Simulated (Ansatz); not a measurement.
# MgTi2Si4O12: gradients before and after relaxing the atoms

Start: a Materials Project structure (computed, not necessarily an observed phase), atoms as given.

```cif
data_MgTi2Si4O12
_symmetry_space_group_name_H-M 'C2'
_symmetry_Int_Tables_number 5
_cell_length_a 9.9480
_cell_length_b 8.7843
_cell_length_c 5.3560
_cell_angle_alpha 90.000
_cell_angle_beta 110.324
_cell_angle_gamma 90.000
loop_
_atom_site_label
_atom_site_type_symbol
_atom_site_symmetry_multiplicity
_atom_site_Wyckoff_symbol
_atom_site_fract_x
_atom_site_fract_y
_atom_site_fract_z
Mg Mg 2 a 0.5000 0.2228 0.0000
Ti2 Ti 2 a 0.5000 0.6006 0.0000
Ti3 Ti 2 b 0.5000 0.4190 0.5000
Si4 Si 4 c 0.2975 0.9084 0.0279
Si5 Si 4 c 0.2978 0.0894 0.5213
O8 O 4 c 0.1191 0.9050 0.9163
O9 O 4 c 0.1224 0.0804 0.4045
O10 O 4 c 0.3613 0.7405 0.0385
O11 O 4 c 0.3536 0.0195 0.8314
O12 O 4 c 0.3815 0.2517 0.5927
O13 O 4 c 0.3559 0.9940 0.3168
```

One atom of each set is listed; the run and its k-mesh use a cell of 19 atoms with edges of 6.64, 6.64, 5.36 Å.

The numbers come from a DFT calculation in Ansatz (PBE, plane waves and PAW, scalar-relativistic, collinear spin, 420 eV cutoff, Γ-centred 4×4×5 k-points, Fermi–Dirac smearing 0.02 eV). Start moments as typed (μB): 1 on each Ti, none on the rest.

The largest force at the start is 0.26 eV/Å. Relaxing the ions at fixed cell moves them by 0.026 Å at most (atom 19, O) and 0.017 Å rms. End positions:

Mg (0.5000, 0.2238, 0.0000)
Ti2 (0.5000, 0.5990, 0.0000)
Ti3 (0.5000, 0.4214, 0.5000)
Si4 (0.2989, 0.9074, 0.0303)
Si5 (0.2989, 0.0898, 0.5230)
O8 (0.1206, 0.9052, 0.9176)
O9 (0.1239, 0.0829, 0.4063)
O10 (0.3624, 0.7387, 0.0421)
O11 (0.3545, 0.0187, 0.8328)
O12 (0.3824, 0.2521, 0.5940)
O13 (0.3569, 0.9932, 0.3190)

| site | moved (Å) | first shell before | first shell after | V_zz before (10²¹ V/m²) | η before |
| --- | --- | --- | --- | --- | --- |
| Mg | 0.009 | 6 O at 2.10–2.28 Å | 6 O at 2.10–2.29 Å | -1.88 | 0.83 |
| Ti2 | 0.014 | 6 O at 1.91–2.22 Å | 6 O at 1.91–2.21 Å | -2.19 | 0.98 |
| Ti3 | 0.021 | 6 O at 2.05–2.13 Å | 6 O at 2.05–2.14 Å | -1.37 | 0.99 |
| Si4 | 0.018 | 4 O at 1.60–1.67 Å | 4 O at 1.60–1.67 Å | -2.57 | 0.34 |
| Si5 | 0.012 | 4 O at 1.63–1.67 Å | 4 O at 1.63–1.68 Å | -3.20 | 0.90 |
| O8 | 0.014 | 1 Si at 1.66 Å, 1 Mg at 2.13 Å, 2 Ti at 2.13–2.22 Å | 1 Si at 1.66 Å, 1 Mg at 2.13 Å, 2 Ti at 2.14–2.21 Å | 4.84 | 0.10 |
| O9 | 0.026 | 1 Si at 1.64 Å, 2 Ti at 2.05–2.09 Å | 1 Si at 1.63 Å, 2 Ti at 2.05–2.10 Å | 5.64 | 0.67 |
| O11 | 0.012 | 2 Si at 1.67 Å, 1 Mg at 2.28 Å | 2 Si at 1.67–1.68 Å, 1 Mg at 2.29 Å | 8.38 | 0.60 |
| O12 | 0.010 | 1 Si at 1.63 Å, 1 Ti at 2.05 Å, 1 Mg at 2.10 Å | 1 Si at 1.63 Å, 1 Ti at 2.06 Å, 1 Mg at 2.10 Å | 5.99 | 0.37 |
| O13 | 0.014 | 2 Si at 1.64 Å, angle 141° | 2 Si at 1.64 Å, angle 141° | 9.46 | 0.07 |

Q: What are V_zz and η after the relaxation?

A: 

| site | V_zz after | η after | change of V_zz |
| --- | --- | --- | --- |
| Mg | -1.98 | 0.75 | -0.10 |
| Ti2 | -1.84 | 0.99 | +0.35 |
| Ti3 | -1.20 | 0.98 | +0.17 |
| Si4 | -2.57 | 0.38 | 0.00 |
| Si5 | -3.19 | 0.86 | +0.01 |
| O8 | 4.93 | 0.13 | +0.09 |
| O9 | 5.61 | 0.67 | -0.03 |
| O11 | 8.51 | 0.58 | +0.13 |
| O12 | 6.00 | 0.38 | +0.01 |
| O13 | 9.53 | 0.07 | +0.07 |

The largest change of V_zz is on Ti2, from -2.19 to -1.84. In per cent, |V_zz| changes by +5 on Mg, -16 to -12 on Ti, 0 on Si, -1 to +2 on O (all sites that start above 0.5). The table leaves out 1 of the 11 sites, with |V_zz| up to 6.37; their tensors move by 0.13 at most along any direction. The statements above cover all sites.

All moments are parallel here, as the start or the cell imposes; many such compounds order antiparallel, where fields and spin densities carried over to other atoms largely cancel. The magnetic order is the one that the run reached from its start moments, not necessarily the measured one.
Before: With a gap of 0.10 eV under a smearing of 0.02 eV the band edges are partly filled, so small gradients can hang on the smearing and the k-mesh.
After: With a gap of 0.16 eV under a smearing of 0.02 eV the band edges are partly filled, so small gradients can hang on the smearing and the k-mesh.
